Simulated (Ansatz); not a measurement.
Lu: one input, then a changed one

Structure from Materials Project entry mp-145 (possibly hypothetical), not relaxed further.

First run: DFT, PBE, PAW with Ansatz's default frozen-core files, fully relativistic files with spin-orbit coupling (Ansatz 0.2.0).

Command: `ansatz run input.yaml --threads 1 --pin off --max-ram 2048MiB --backend cpu --events-out ev --progress --plain --runs-dir out` The run took 98 s on 1 thread of Arm Neoverse V1 (shared host), peak memory 0.83 GiB.

```yaml
crystal:
  lattice:
    - [3.5180521701, 0.0, 0.0]
    - [-1.7590260851, 3.0467225512, 0.0]
    - [0.0, 0.0, 5.44608434]
  atoms:
    - { symbol: Lu, position: [0.3333333333, 0.6666666667, 0.25] }
    - { symbol: Lu, position: [0.6666666667, 0.3333333333, 0.75] }
kpoints:
  mp_grid: { grid: [12, 12, 7] }
  band_path:
    path:
      - [0.0, 0.0, 0.0]
      - [0.5, 0.0, 0.0]
      - [0.3333333333, 0.3333333333, 0.0]
      - [0.0, 0.0, 0.0]
      - [0.0, 0.0, 0.5]
      - [0.5, 0.0, 0.5]
      - [0.3333333333, 0.3333333333, 0.5]
      - [0.0, 0.0, 0.5]
      - [0.5, 0.0, 0.5]
    npoints: 5
scf:
  occupations: { method: fermi_dirac, width: 0.03 }
hamiltonian:
  xc: pbe
  pseudopotentials: { kind: paw_fr }
output:
  forces: true
  stress: true
  eigenvalues: true
  efg: { contact_densities: true }
magnetization:
  noncollinear: true
  spin_orbit: true
```

Result: converged; pressure -0.45 GPa; no gap on the k mesh; 9 SCF iterations.

The input is then changed:

```diff
@@ -34,3 +34,5 @@
   noncollinear: true
   spin_orbit: true
+basis:
+  ecutwfc: "14.7 Ry"
```

**Question.** What does the second run give?

**Answer.** It converged; energy at zero smearing +8043.3 meV/atom from the first run; pressure 3.42 GPa; no gap on the k mesh; 9 SCF iterations. Some of these settings are too coarse for converged properties.
